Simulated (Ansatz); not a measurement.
The start is a relaxed KI cell with every coordinate shifted by Gaussian noise of σ = 0.45 Å. Cell shape, volume and atoms are optimised at zero target pressure with PBE (plane waves to 420 eV, PAW, scalar-relativistic; Ansatz, an electronic-structure program). The first steps use a coarse 6×6×6 k-mesh.

Input geometry:
```
KI
1.0
    0.00000     3.59063     3.59063
    3.59063     0.00000     3.59063
    3.59063     3.59063     0.00000
I K
1 1
Direct
  0.97096   0.22048   0.82268
  0.36563   0.43623   0.55553
```

**Question.** How much energy is released per atom?

**Answer.** About 1.9 eV/atom.

**Question.** Is the relaxed structure metallic? Give its gap.

**Answer.** 3.85 eV, direct at Γ (no spin-orbit coupling).

It ends as:

Space group Fm-3m (No. 225); a = 7.1831 Å, b = 7.1831 Å, c = 7.1831 Å, α = 90.00°, β = 90.00°, γ = 90.00°

| atom | site | symmetry | x | y | z |
|---|---|---|---|---|---|
| I | 4a | m-3m | 0.0000 | 0.0000 | 0.0000 |
| K | 4b | m-3m | 0.5000 | 0.5000 | 0.5000 |
(The calculation used a cell of 2 atoms; values per cell refer to that cell.)

Final values are on a 8×8×8 k-mesh of the relaxed cell. The start holds a very short contact (K–I 2.25 Å). No spin polarisation in the result.
